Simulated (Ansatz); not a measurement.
CdSe:
```
CdSe
1.0
    4.38308     0.00000     0.00000
   -2.19154     3.79586     0.00000
    0.00000     0.00000     7.15386
Cd Se
2 2
Direct
  0.66667   0.33333   0.50005
  0.33333   0.66667   0.00005
  0.66667   0.33333   0.87581
  0.33333   0.66667   0.37581
```

Relaxed with PBE. Special points in fractions of this cell's reciprocal vectors: Γ (0.000, 0.000, 0.000); M (0.500, 0.000, 0.000); K (0.333, 0.333, 0.000); A (0.000, 0.000, 0.500); L (0.500, 0.000, 0.500); H (0.333, 0.333, 0.500).

Q: List the band energies nearest the valence-band maximum at these points for DFT-PBE in the program Ansatz with PAW potentials.

A: In eV from the valence-band maximum; about four levels below and three above (degenerate sets whole), none deeper than 8.9 eV; points with the same levels are listed once.

| k | below | above |
|---|---|---|
| Γ | -0.69 -0.69 -0.04 0.00 0.00 | 0.54 2.15 5.86 5.86 |
| M | -2.42 -1.67 -1.19 -0.68 | 3.09 3.34 4.79 |
| K | -2.76 -1.70 -1.70 -1.52 | 4.34 4.54 4.54 |
| A | -0.36 -0.36 -0.36 -0.36 | 2.26 2.26 5.76 5.76 |
| L | -1.23 -1.23 -1.21 -1.21 | 2.90 2.90 4.84 4.84 |
| H | -2.20 -2.20 -1.01 -1.01 | 3.66 3.66 5.81 5.81 |

Space group P6_3mc (wurtzite). Symmetry was held in the PBE relaxation. Spin–orbit coupling is left out wherever it is not named.

Potentials: the later of the program's two PAW sets.
